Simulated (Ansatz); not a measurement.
**Molecular dynamics of ZnAu**

Method: PBE, scalar-relativistic; no spin polarisation; PAW, 420 eV, 2×2×2 k-mesh, Gaussian smearing of 0.05 eV; code Ansatz; PAW files: Ansatz's generated set soft_2.

The chain of runs began from a cell as deposited in COD, expanded in volume.

A 3×2×2 supercell of the relaxed crystal (24 atoms) starts from its ideal positions with Maxwell–Boltzmann velocities for 150 K; NVT with a Langevin thermostat, time step 2.0 fs.

```yaml
crystal:
  lattice:
    - [9.5656588842, 0.0, 0.0]
    - [0.0, 6.3771059228, 0.0]
    - [0.0, 0.0, 6.3771059228]
  atoms:
    - { symbol: Zn, position: [0.1666666667, 0.25, 0.25] }
    - { symbol: Au, position: [0.0, 0.0, 0.0] }
    - { symbol: Zn, position: [0.1666666667, 0.25, 0.75] }
    - { symbol: Au, position: [0.0, 0.0, 0.5] }
    - { symbol: Zn, position: [0.1666666667, 0.75, 0.25] }
    - { symbol: Au, position: [0.0, 0.5, 0.0] }
    - { symbol: Zn, position: [0.1666666667, 0.75, 0.75] }
    - { symbol: Au, position: [0.0, 0.5, 0.5] }
    - { symbol: Zn, position: [0.5, 0.25, 0.25] }
    - { symbol: Au, position: [0.3333333333, 0.0, 0.0] }
    - { symbol: Zn, position: [0.5, 0.25, 0.75] }
    - { symbol: Au, position: [0.3333333333, 0.0, 0.5] }
    - { symbol: Zn, position: [0.5, 0.75, 0.25] }
    - { symbol: Au, position: [0.3333333333, 0.5, 0.0] }
    - { symbol: Zn, position: [0.5, 0.75, 0.75] }
    - { symbol: Au, position: [0.3333333333, 0.5, 0.5] }
    - { symbol: Zn, position: [0.8333333333, 0.25, 0.25] }
    - { symbol: Au, position: [0.6666666667, 0.0, 0.0] }
    - { symbol: Zn, position: [0.8333333333, 0.25, 0.75] }
    - { symbol: Au, position: [0.6666666667, 0.0, 0.5] }
    - { symbol: Zn, position: [0.8333333333, 0.75, 0.25] }
    - { symbol: Au, position: [0.6666666667, 0.5, 0.0] }
    - { symbol: Zn, position: [0.8333333333, 0.75, 0.75] }
    - { symbol: Au, position: [0.6666666667, 0.5, 0.5] }
basis:
  ecutwfc: 420
  ecutrho_ratio: 4
kpoints:
  mp_grid: { grid: [2, 2, 2] }
hamiltonian:
  xc: pbe
scf:
  occupations: { method: gaussian, width: 0.05 }
output:
  forces: true
  stress: true
  eigenvalues: true
md:
  timestep: 2.0
  n_steps: 20
  ensemble: nvt_langevin
  temperature: 150
  initial_velocities: maxwell_boltzmann
  seed: 77653
```

Launched as:
```sh
ansatz run input.yaml --threads 8 --pin off --max-ram 12288MiB --backend cpu --events-out ev --progress --plain --runs-dir out
```

Problem. How do temperature, potential energy and pressure develop over the first steps?

Solution. Kinetic energy flows into the lattice: the temperature goes from 144 K to a minimum of 91 K at 38 fs and stands at 98 K after 40 fs, with the potential energy 8 meV/atom over the start. Starting from the bottom of their wells, the modes swing together and trade kinetic for potential energy, and the thermostat adds or takes energy besides: kinetic plus potential energy has changed by 2 meV/atom at the last step. On so few atoms its random kicks make the temperature jump from step to step. The run is far too short for thermal averages. The temperature counts 3N degrees of freedom, and the pressure holds the kinetic part.

```
t (fs)  T (K)  E_pot − E_pot(0) (meV/atom)  P (GPa)  rms shift (Å)
   0.0    144                          0.0    -0.21          0.000
   2.0    150                          0.0    -0.20          0.004
   4.0    144                          0.1    -0.20          0.008
   6.0    148                          0.3    -0.19          0.011
   8.0    160                          0.5    -0.17          0.015
  10.0    146                          0.8    -0.17          0.019
  12.0    129                          1.1    -0.17          0.023
  14.0    129                          1.4    -0.15          0.026
  16.0    132                          1.7    -0.13          0.029
  18.0    126                          2.1    -0.12          0.032
  20.0    125                          2.6    -0.10          0.036
  22.0    132                          3.0    -0.07          0.039
  24.0    124                          3.5    -0.06          0.042
  26.0    120                          4.0    -0.03          0.045
  28.0    112                          4.6    -0.02          0.048
  30.0    104                          5.1     0.00          0.051
  32.0    105                          5.6     0.03          0.054
  34.0    104                          6.1     0.05          0.056
  36.0     99                          6.6     0.07          0.059
  38.0     91                          7.0     0.09          0.061
  40.0     98                          7.5     0.12          0.063
```

Problem. At t = 28.0 fs the atoms stand as follows. Give the forces (eV/Å).
```xyz
24
Lattice="9.566 0.000 0.000 0.000 6.377 0.000 0.000 0.000 6.377" Properties=species:S:1:pos:R:3 pbc="T T T"
Zn    1.557    1.607    1.636
Au    0.018   -0.059   -0.008
Zn    1.625    1.618    4.760
Au   -0.058    0.020    3.184
Zn    1.571    4.765    1.557
Au    0.006    3.159    0.018
Zn    1.637    4.727    4.779
Au   -0.021    3.205    3.197
Zn    4.756    1.610    1.594
Au    3.192    0.009    0.006
Zn    4.750    1.626    4.813
Au    3.197    0.011    3.178
Zn    4.745    4.762    1.567
Au    3.209    3.213    0.030
Zn    4.758    4.828    4.770
Au    3.199    3.159    3.192
Zn    8.007    1.542    1.573
Au    6.386   -0.012   -0.030
Zn    7.975    1.680    4.803
Au    6.387    0.031    3.180
Zn    7.979    4.815    1.659
Au    6.394    3.187   -0.003
Zn    7.983    4.792    4.780
Au    6.389    3.193    3.178
```

Solution. 
```
atom     Fx     Fy     Fz
 Zn1   0.08  -0.12  -0.15
 Au2   0.04   0.14  -0.14
 Zn3  -0.16  -0.16   0.13
 Au4   0.35  -0.02   0.23
 Zn5   0.08   0.09   0.26
 Au6  -0.02   0.04   0.02
 Zn7  -0.13   0.22  -0.08
 Au8   0.08  -0.01  -0.04
 Zn9   0.23  -0.10  -0.04
Au10  -0.14   0.08   0.05
Zn11   0.20  -0.08  -0.07
Au12  -0.11  -0.08  -0.05
Zn13   0.26   0.17   0.16
Au14  -0.11  -0.14  -0.04
Zn15   0.15  -0.14  -0.04
Au16   0.01   0.17  -0.07
Zn17  -0.19   0.20  -0.05
Au18  -0.02   0.04   0.06
Zn19  -0.03  -0.33  -0.03
Au20  -0.18   0.06   0.04
Zn21  -0.13  -0.15  -0.30
Au22  -0.03   0.10   0.12
Zn23  -0.10  -0.01   0.07
Au24  -0.12   0.00  -0.05
```

It took about 28 core-minutes on a shared host.

Spin–orbit coupling, which matters for such heavy elements, is left out. The k-mesh is coarse, so small energy differences aren't converged.
